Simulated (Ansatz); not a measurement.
The relaxed structure here is a generated cell of AlNi: the first start was made by placing the elements on the sites of a structure type, and the end was not matched to a known phase here, so it may be hypothetical. Known forms of AlNi include space group No. 221.

A relaxed cell of AlNi (Pmmn (No. 59)), relaxed on a k-mesh at least as fine as the one used below. All values below come from r2SCAN (plane waves to 500 eV, PAW, scalar-relativistic; Ansatz, an electronic-structure program). Γ-centred k-mesh 12×9×4 on the run's cell (coarser than for final values), Fermi–Dirac smearing 0.05 eV.

```
AlNi
1.0
    2.69466     0.00000     0.00000
    0.00000     3.58385     0.00000
    0.00000     0.00000    10.10978
Al Ni
4 4
Direct
  0.00000   0.00000   0.33038
  0.00000   0.00000   0.83038
  0.50000   0.50000   0.16962
  0.50000   0.50000   0.66962
  0.00000   0.00000   0.07368
  0.00000   0.00000   0.57368
  0.50000   0.50000   0.42632
  0.50000   0.50000   0.92632
```

The atoms are displaced by (Å):

```
atom      ux      uy      uz
----  ------  ------  ------
Al1   -0.111  -0.005   0.103
Al2    0.017   0.095   0.050
Al3   -0.002   0.007  -0.030
Al4    0.018   0.088  -0.067
Ni5   -0.048  -0.051  -0.111
Ni6   -0.135  -0.026  -0.050
Ni7    0.028   0.046  -0.103
Ni8   -0.039  -0.035  -0.035
```

Q: What forces (eV/Å) and pressure result?

A: 
```tsv
atom	Fx	Fy	Fz
Al1	0.80	0.51	-1.58
Al2	-0.22	-0.97	-1.36
Al3	-0.26	-0.32	0.04
Al4	-0.60	-0.81	0.45
Ni5	0.11	0.35	0.93
Ni6	0.71	0.90	0.46
Ni7	-0.79	-0.61	0.78
Ni8	0.24	0.95	0.28
```

Pressure +3.2 GPa.

Q: Estimate the energy cost of the displacement in the harmonic approximation and compare with the calculation.

A: For a harmonic well ΔE = −½ Σ F·u = 0.492 eV a cell, or 62 meV/atom. The calculated energy relative to the undisplaced cell is +0.06 eV/atom, so the harmonic estimate holds well.

No spin polarisation in the result: the starting moments vanished. A magnetic state may lie lower.

The run that gave the undisplaced cell could not lose the symmetry of its start; a randomly shaken copy of 8 atoms returns to this structure.
